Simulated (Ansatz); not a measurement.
**Ansatz 0.2.0, settings compared: KC$_{2}$S$_{2}$N$_{2}$**

Launch command:

```bash
ansatz run input.yaml --threads 1 --pin off --max-ram 2560MiB --backend cpu --events-out ev --progress --plain --runs-dir out
```

The input file (Ansatz 0.2.0, plane waves):

```yaml
crystal:
  lattice:
    - [0.0, 4.15059, 0.0]
    - [5.895347, -2.075295, 0.0]
    - [1.775093, 0.0, -6.607192]
  atoms:
    - { symbol: K, position: [0.0, 0.0, 0.0] }
    - { symbol: C, position: [0.75861, 0.51722, 0.778] }
    - { symbol: C, position: [0.24139, 0.48278, 0.222] }
    - { symbol: "N", position: [0.85963, 0.71926, 0.82342] }
    - { symbol: "N", position: [0.14037, 0.28074, 0.17658] }
    - { symbol: S, position: [0.6103, 0.2206, 0.7332] }
    - { symbol: S, position: [0.3897, 0.7794, 0.2668] }
  symmetry: { tolerance: 0.0003 }
kpoints:
  mp_grid: { grid: [5, 5, 3], shift: [0, 0, 0] }
magnetization:
  spin_polarized: false
scf:
  occupations: { method: fermi_dirac }
hamiltonian:
  pseudopotentials: { kind: paw }
  xc: pbesol
basis:
  ecutwfc: 420
output:
  forces: true
  stress: true
  eigenvalues: true
```

Origin of the cell: a known structure type with other elements, at an estimated volume, so it need not be a known compound.

The smearing width isn't typed, so it takes its default of 0.1 eV.

Output of this run (shortened):

```
SCF iter   1: F=—  HF=-4531.504361 eV  Δρ=5.38e-3  dr2=8.12e-2
SCF iter   2: F=—  HF=-4531.500677 eV  Δρ=6.32e-3  dr2=9.22e-2  defer=24
SCF iter   3: F=—  HF=-4531.490179 eV  Δρ=2.29e-3  dr2=1.77e-2  defer=24
SCF iter   4: F=—  HF=-4531.487278 eV  Δρ=1.04e-3  dr2=4.07e-3  defer=24
SCF iter   5: F=—  HF=-4531.486627 eV  Δρ=5.72e-4  dr2=1.10e-3  defer=24
SCF iter   6: F=—  HF=-4531.486473 eV  Δρ=1.98e-4  dr2=1.00e-4  defer=24
SCF iter   7: F=—  HF=-4531.486465 eV  Δρ=4.27e-5  dr2=4.63e-6  defer=24
SCF iter   8: F=—  HF=-4531.486466 eV  Δρ=1.20e-5  dr2=2.67e-7  defer=24
SCF iter   9: F=-4531.486466 eV  HF=-4531.486466 eV  Δρ=3.21e-6  dr2=1.51e-8
SCF 1 converged in 9 iterations: F = -4531.486466 eV  dr2 = 1.51e-8
SCF converged after 9 iterations
Free energy (F): -4531.486466 eV
Harris-Foulkes:  -4531.486466 eV  (|F-HF|=1.67e-9)
Internal energy: -4531.294039 eV  (E = F + TS)
E sigma→0 (E₀):  -4531.390252 eV
Entropy (-TS):   -0.192427 eV (-27.490 meV/atom)
Fermi energy:    0.244151 eV
--- Per-component energies (eV) ---
  E_band       = -275.707782
  E_kinetic    = 874.676767
  E_local      = -2190.542619  (includes V_loc(G=0)·N_el)
  E_nonlocal   = 218.763616
  E_hartree    = 749.853700
  E_xc         = -526.368928
  E_vxc        = -590.469095  (∫ρ·V_xc dr)
  E_paw        = -2362.761894  (= ΣΔE_a)
  E_vpaw       = -87.844753  (= ΣTr[D̂ρ^β])
  E_aug_tail   = 0.000179  (compensation charges beyond the density's cutoff)
  E_ewald      = -1295.245042
  E_core_change = 0.330182  (= ΣΔE_core)
  E_smearing   = -0.192427  (= −TS)
  Σ components = -4531.486466   (vs F -4531.486466, Δ=0.00e0)
--- Forces (eV/Å), atoms counted from 1 ---
  atom   1  K      0.000000    -0.000000     0.000000
  atom   2  C      4.241385    -0.000000    -1.452149
  atom   3  C     -4.241385     0.000000     1.452149
  atom   4  N    -10.152109     0.000000     3.161722
  atom   5  N     10.152109    -0.000000    -3.161722
  atom   6  S      4.669244     0.000000     0.184516
  atom   7  S     -4.669244     0.000000    -0.184516
  max |Σ_I F_I| component: 0.0 eV/Å
--- Stress (GPa, compression-positive) ---
      -30.548284       0.000000       5.159812
        0.000000       4.071111       0.000000
        5.159809       0.000000       3.613971
  P = ⅓ Tr σ = -7.6211 GPa (-76.211 kbar)
```

The same input was run again with these changes:

1. `basis.ecutrho_ratio` default → 4; `scf.algorithm` default → density_mixing
2. `scf.occupations.method` fermi_dirac → tetrahedron; `accuracy` default → high
3. `scf.n_extra_bands` default → 8; `scf.initial_density.chi_scale` default → 0.0
4. `kpoints.mp_grid.grid` [5, 5, 3] → [6, 6, 4]; `scf.convergence.dr2_threshold` default → 1.0e-09

| run | end | SCF iterations | P (GPa) | max force component (eV/Å) | gap on mesh (eV) | moment (μB) | ΔE(σ→0) (meV/atom) |
| --- | --- | --- | --- | --- | --- | --- | --- |
| base | converged | 9 | -7.62 | 10.152 | – | – | 0 |
| 1 | converged | 9 | -7.62 | 10.152 | – | – | 0.00 |
| 2 | converged | 15 | -7.78 | 10.193 | – | – | 2.62 |
| 3 | converged | 10 | -7.62 | 10.152 | – | – | 0.00 |
| 4 | converged | 11 | -7.61 | 10.149 | – | – | 0.37 |

Energies are compared only where functional, datasets, charge and starting cell are the same.

Caveats of the base run: no moments, though an odd count or open d shells may carry them; the given cell is far from equilibrium, with atoms too close or a volume far off; the k mesh is coarse if the cell is a metal.

Run 2: forces and stress under tetrahedra may miss the slope of the energy.

Time of the base run: 8.1 s on 1 thread of Arm Neoverse V1, with other jobs on the host, peak memory 0.41 GiB, from the program's own first density.
